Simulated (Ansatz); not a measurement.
Relaxed candidate structures of P:

A. Cccm (No. 66), oS8; a = 3.7322 Å, b = 9.9441 Å, c = 3.3884 Å, α = 90.00°, β = 90.00°, γ = 90.00°; P 8l (0.198, 0.639, 0.000)

B. R-3m, hexagonal axes (No. 166), hR2; a = b = 3.3962 Å, c = 8.3031 Å, α = β = 90.00°, γ = 120.00°; P 6c (0.000, 0.000, 0.242)

Q: Put the candidates in order of energy per atom, lowest first, for PBEsol-D3(BJ) (plane waves to 420 eV, PAW, scalar-relativistic; Ansatz, a quantum-chemistry and plane-wave program).

A: B (reference, the lowest of the structures calculated here), A (+0.11 eV/atom)

Each run could gain symmetry but not lose that of its start, so entries can be saddle points. All of these are generated cells (placed on structure types, drawn at random, substituted or restacked) that were not matched to a known phase here. Static energies at zero pressure. No spin polarisation in the result.
